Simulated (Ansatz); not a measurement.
## Relaxing a structure of Nb

The start is a generated cell, Nb built in the AFLOW prototype A_hR3_166_ac (C19, as in Sm). The cell and all atomic positions are relaxed at zero pressure with r2SCAN (plane waves to 500 eV, PAW, scalar-relativistic; Ansatz, a quantum-chemistry and plane-wave program). First-step values are on the input's coarse k-mesh.

Ansatz input (later rounds restart from its end on a renewed k-mesh):
Ansatz 0.2 input:
```yaml
crystal:
  lattice:
    - [1.4765747, 0.8525008, 7.1372644]
    - [-1.4765747, 0.8525008, 7.1372644]
    - [0, -1.7050016, 7.1372644]
  atoms:
    - { symbol: Nb, position: [0, 0, 0] }
    - { symbol: Nb, position: [0.22222, 0.22222, 0.22222] }
    - { symbol: Nb, position: [0.77778, 0.77778, 0.77778] }
basis: { ecutwfc: 500, ecutrho_ratio: 4, xc_grid: 4, fft_grid_basis: typed }
kpoints: { mp_grid: { grid: [13, 13, 13] } }
hamiltonian:
  xc: r2scan
  dispersion: none
  pseudopotentials: { azcp: { folder: ./paw }, kind: paw }
scf: { occupations: { method: fermi_dirac, width: 0.05 } }
relax: { f_tol: 0.01, max_steps: 100, cell: { stress_tol: 0.02 } }
output: { forces: true, stress: true }
```

```yaml
initial_pressure: "+6.4 GPa (positive: the cell is compressed)"
largest_initial_force: 0.04 eV/Å, on Nb2, Nb3 (atoms numbered as listed)
outcome: The space group stays R-3m (No. 166) (the run could not lower it); the end is AFLOW prototype A_hR3_166_ac (C19, as in Sm), with 3 atoms in the primitive cell
energy_released: 0.08 eV/atom
volume_change: +3.4 %, from 17.97 to 18.58 Å³/atom
Shortest distances (start → end): "The closest pairs of elements (up to four, under 3.6 Å), start → end: Nb–Nb 2.93 → 2.86 Å"
band_gap_at_the_end: zero (metallic)
optimiser_moves: 10
```

Final values are on a 19×19×19 k-mesh of the relaxed cell. No spin polarisation in the result.

The run could not lose the symmetry of its start, so the end can be a saddle point.

The relaxed structure here is a generated cell of Nb: the first start was made by placing the elements on the sites of a structure type, and the end was not matched to a known phase here, so it may be hypothetical. Known forms of Nb include space group No. 229.
